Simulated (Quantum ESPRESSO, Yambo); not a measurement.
G0W0 results for CuI

```xyz
4
Lattice="3.3060 -3.4949 0.0000 3.3060 3.4949 0.0000 0.0000 0.0000 4.3664" Properties=species:S:1:pos:R:3 pbc="T T T"
Cu     3.3060     0.6087     3.2748
Cu     3.3060    -0.6087     1.0916
I      3.3060    -2.0013     3.2748
I      3.3060     2.0013     1.0916
```

Cell and atoms were relaxed with PBE+D3(BJ) from Materials Project entry mp-1007922, within its symmetry.

Starting point: PBEsol (pw.x of Quantum ESPRESSO, ONCV potentials, with spin-orbit coupling). G0W0 in Yambo: 2×2×2 Γ-centred k mesh, bands 17 to 354 and a 7 Ry block in the screening, 354 bands in G with the Bruneval-Gonze terminator, plasmon pole fitted at 27.2 eV.

* **PBEsol gap along the band path**: 0.71 eV
* **PBEsol gap between the mesh's edge points (Γ → Γ)**: 0.71 eV
* **G0W0 gap between the same points**: 1.36 eV

```json
[
 {"k point": "Γ", "band": "VB−2", "E PBEsol (eV)": "-1.07", "E QP (eV)": "-1.42", "shift (eV)": "-0.34", "Z": "0.77"},
 {"k point": "Γ", "band": "VB−1", "E PBEsol (eV)": "0.00", "E QP (eV)": "-0.33", "shift (eV)": "-0.33", "Z": "0.76"},
 {"k point": "Γ", "band": "VB", "E PBEsol (eV)": "0.00", "E QP (eV)": "-0.33", "shift (eV)": "-0.33", "Z": "0.76"},
 {"k point": "Γ", "band": "CB", "E PBEsol (eV)": "0.71", "E QP (eV)": "1.04", "shift (eV)": "0.33", "Z": "0.80"},
 {"k point": "Γ", "band": "CB+1", "E PBEsol (eV)": "0.71", "E QP (eV)": "1.03", "shift (eV)": "0.33", "Z": "0.80"},
 {"k point": "(0, 0, -0.5)", "band": "VB", "E PBEsol (eV)": "-1.76", "E QP (eV)": "-2.26", "shift (eV)": "-0.49", "Z": "0.74"},
 {"k point": "(0, 0, -0.5)", "band": "CB", "E PBEsol (eV)": "3.59", "E QP (eV)": "3.97", "shift (eV)": "0.38", "Z": "0.79"},
 {"k point": "(0, -0.5, 0)", "band": "VB", "E PBEsol (eV)": "-0.77", "E QP (eV)": "-1.11", "shift (eV)": "-0.33", "Z": "0.74"},
 {"k point": "(0, -0.5, 0)", "band": "CB", "E PBEsol (eV)": "2.25", "E QP (eV)": "2.59", "shift (eV)": "0.34", "Z": "0.79"},
 {"k point": "(0, -0.5, -0.5)", "band": "VB", "E PBEsol (eV)": "-1.15", "E QP (eV)": "-1.63", "shift (eV)": "-0.47", "Z": "0.75"},
 {"k point": "(0, -0.5, -0.5)", "band": "CB", "E PBEsol (eV)": "1.80", "E QP (eV)": "2.05", "shift (eV)": "0.25", "Z": "0.79"},
 {"k point": "(-0.5, -0.5, 0)", "band": "VB", "E PBEsol (eV)": "-0.41", "E QP (eV)": "-0.74", "shift (eV)": "-0.33", "Z": "0.75"},
 {"k point": "(-0.5, -0.5, 0)", "band": "CB", "E PBEsol (eV)": "1.03", "E QP (eV)": "1.34", "shift (eV)": "0.31", "Z": "0.80"},
 {"k point": "(-0.5, -0.5, -0.5)", "band": "VB", "E PBEsol (eV)": "-1.73", "E QP (eV)": "-2.17", "shift (eV)": "-0.44", "Z": "0.71"},
 {"k point": "(-0.5, -0.5, -0.5)", "band": "CB", "E PBEsol (eV)": "4.01", "E QP (eV)": "4.39", "shift (eV)": "0.39", "Z": "0.79"}
]
```

Energies count from the PBEsol valence-band maximum.

Nearest settings tried, and what they do to the gap: 232 bands in W, 232 bands in G: +48 meV; 6 Ry block (175 vectors against 219): +26 meV. Not varied: mesh. So the settings aren't converged at that level. The k mesh is coarse.

The filled Cu 3d shell has no Hubbard U; semilocal functionals place it too high.

This is not the ordinary phase of the substance; no match was found in the copy of COD used, and its stability was not checked.
